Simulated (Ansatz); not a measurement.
GeB2Mo2:
```xyz
5
Lattice="3.1337 0.0000 0.0000 -1.5668 2.7139 0.0000 0.0000 0.0000 6.7538" Properties=species:S:1:pos:R:3 pbc="T T T"
Mo     0.0000     1.8092     4.8540
Mo     0.0000     1.8092     1.8998
Ge     0.0000     0.0000     0.0000
B      0.0000     0.0000     3.3769
B      1.5668     0.9046     3.3769
```

Relaxed with r²SCAN. Special points in fractions of this cell's reciprocal vectors: Γ (0.000, 0.000, 0.000); M (0.500, 0.000, 0.000); K (0.333, 0.333, 0.000); A (0.000, 0.000, 0.500); L (0.500, 0.000, 0.500); H (0.333, 0.333, 0.500).

**Question.** List the band energies nearest the Fermi level at these points for the program Ansatz at the r²SCAN level (PAW).

**Answer.** In eV from the Fermi level; about four levels below and three above (degenerate sets whole), none deeper than 8.9 eV; points with the same levels are listed once.

| k | below | above |
|---|---|---|
| Γ | -2.33 -2.33 -1.91 -1.58 -1.58 | 0.48 0.48 1.15 |
| M | -4.60 -4.22 -2.65 -0.21 | 0.09 1.40 1.48 |
| K | -3.70 -3.57 -1.76 -0.02 | 0.14 1.05 1.38 |
| A | -2.12 -2.12 -2.04 -1.85 -1.85 | 0.01 0.01 0.76 |
| L | -4.44 -4.18 -2.94 -1.53 | 0.71 1.45 1.80 |
| H | -4.34 -4.31 -4.21 -2.41 | 0.14 1.79 2.08 |

Space group P-6m2. The start of the workflow was typed in or built on a structure type; neither database checked (COD, Materials Project) lists it. Its standing as an ambient phase is unchecked. Symmetry was held in the r²SCAN relaxation; its stability against distortions is not shown here. The run is not spin-polarised. Spin–orbit coupling is left out wherever it is not named.

Potentials: the earlier of the program's two PAW sets. The files were generated under PBE; for other functionals the program regenerates the frozen cores, and for LDA and PBEsol the local potential too.
